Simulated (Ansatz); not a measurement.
Total density of states per atom from DFT-PBE+D3(BJ) in the program Ansatz with PAW potentials, in 0.25 eV bins, energy from the Fermi level:

```
E (eV) | states/eV/atom
    -7.85 | ################# 0.33
    -7.60 | ################### 0.38
    -7.35 | #################### 0.39
    -7.10 | ############### 0.30
    -6.85 | ############### 0.29
    -6.60 | ################ 0.31
    -6.35 | ############### 0.29
    -6.10 | ############## 0.28
    -5.85 | ############ 0.24
    -5.60 | ############ 0.24
    -5.35 | ############# 0.26
    -5.10 | ############## 0.27
    -4.85 | ############### 0.29
    -4.60 | ################ 0.31
    -4.35 | ################ 0.32
    -4.10 | ################ 0.31
    -3.85 | ################## 0.35
    -3.60 | #################### 0.39
    -3.35 | ##################### 0.42
    -3.10 | ######################## 0.48
    -2.85 | ######################## 0.47
    -2.60 | ##################### 0.42
    -2.35 | #################### 0.39
    -2.10 | ################### 0.37
    -1.85 | #################### 0.40
    -1.60 | ####################### 0.45
    -1.35 | ###################### 0.43
    -1.10 | ##################### 0.42
    -0.85 | ###################### 0.44
    -0.60 | ####################### 0.46
    -0.35 | ###################### 0.42
    -0.10 | ###################### 0.44
     0.15 | ####################### 0.45
     0.40 | ######################## 0.46
     0.65 | ######################### 0.49
     0.90 | ######################## 0.48
     1.15 | ########################## 0.51
     1.40 | ########################## 0.52
     1.65 | ########################## 0.51
     1.90 | ########################### 0.53
     2.15 | ########################### 0.53
     2.40 | ########################### 0.54
     2.65 | ############################# 0.58
     2.90 | ############################## 0.59
     3.15 | ############################## 0.59
     3.40 | ############################ 0.55
     3.65 | ############################ 0.55
     3.90 | ########################### 0.53
     4.15 | ############################ 0.55
```

Question: Which of these materials gives this?
(A) GeS, Pnma (Ge on 4c, S on 4c)
(B) O, fcc (Cu type)
(C) SiGe3, I4/mmm (Si on 2a, Ge on 4d, Ge on 2b)
(D) CuI, P6_422 (Cu on 3d, I on 3c)

Answer: C, SiGe3, I4/mmm (Si on 2a, Ge on 4d, Ge on 2b). Within 0.5 eV of the Fermi level: Ge 4p 57 %, Si 3p 21 %, Ge 4s 13 %, Si 3s 5 %. Projections are on Löwdin-orthogonalised atomic valence shells; empty p or d shells of many metals are not among them.

The first step of the workflow began from a Materials Project structure, measured or hypothetical; the Crystallography Open Database copy checked does not list it. Whether it is the stable phase at ambient conditions was not checked. The cell was relaxed with PBE+D3(BJ) under the symmetry of its start; its stability against distortions is not shown here. Its formation energy is positive at this level, so the cell may be metastable or incomplete. Scalar-relativistic: spin–orbit coupling is off unless named, which matters more the heavier the elements.

Potentials: the later of the program's two PAW sets.
